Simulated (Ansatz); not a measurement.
LaCu₂ (space group P6/mmm)

```
CELL_PARAMETERS angstrom
      4.26322     0.00000     0.00000
     -2.13161     3.69206     0.00000
      0.00000     0.00000     3.78231
ATOMIC_POSITIONS crystal
  La 0.00000 0.00000 0.00000
  Cu 0.33333 0.66667 0.50000
  Cu 0.66667 0.33333 0.50000
```

Scan: atom 3 (Cu, nearest neighbour Cu at 2.461 Å; its periodic images, 3.8 Å or more away, move with it) is displaced towards the nearest neighbour, direction (0.000, -1.000, 0.000) in Cartesian axes, by s. The other atoms stay.

All values below come from PBEsol (plane waves to 420 eV, PAW, scalar-relativistic; Ansatz, an electronic-structure program). k mesh 10×10×10 (Γ-centred), Fermi-Dirac smearing 0.05 eV. E stands for the smeared free energy. Left out: 1 of 11 points, with atoms too close for the PAW data. With partly filled bands, energies and forces of such displacements shift with the k mesh and the smearing. On this mesh the relaxed cell isn't quite at rest: it carries a pressure of -0.1 GPa (compression positive) at the zero of the scan. LaCu2 is run without spin polarisation. LaCu2 was relaxed with its symmetry unable to fall. ΔE is measured from the undisplaced structure. The last digit holds for this mesh only.

| s (Å) | ΔE (meV/cell) |
|---|---|
| -0.490 | 538.9 |
| -0.392 | 351.6 |
| -0.294 | 202.8 |
| -0.196 | 93.2 |
| -0.098 | 24.3 |
| 0.000 | 0.0 |
| 0.098 | 27.4 |
| 0.196 | 118.9 |
| 0.294 | 295.4 |
| 0.392 | withheld |

Problem. Fit a polynomial form (powers 2, 3, 4) to the given rows and predict ΔE at s = 0.392.

Solution. Least squares on the 9 given rows: ΔE = (2735)·s² + (1805)·s³ + (1649)·s⁴, in meV/cell with s in Å; root-mean-square residual 0.95 meV/cell. At 0.392 the fit gives 567.9 meV/cell; the calculation gives 589.6 meV/cell, so the extrapolation is off by -21.7 (-3.7 %). The quadratic term alone would give 420.3 meV/cell.

(A displaced cell: forces are minus the slopes of the energy, force constants its curvatures, and phonons follow from these.)
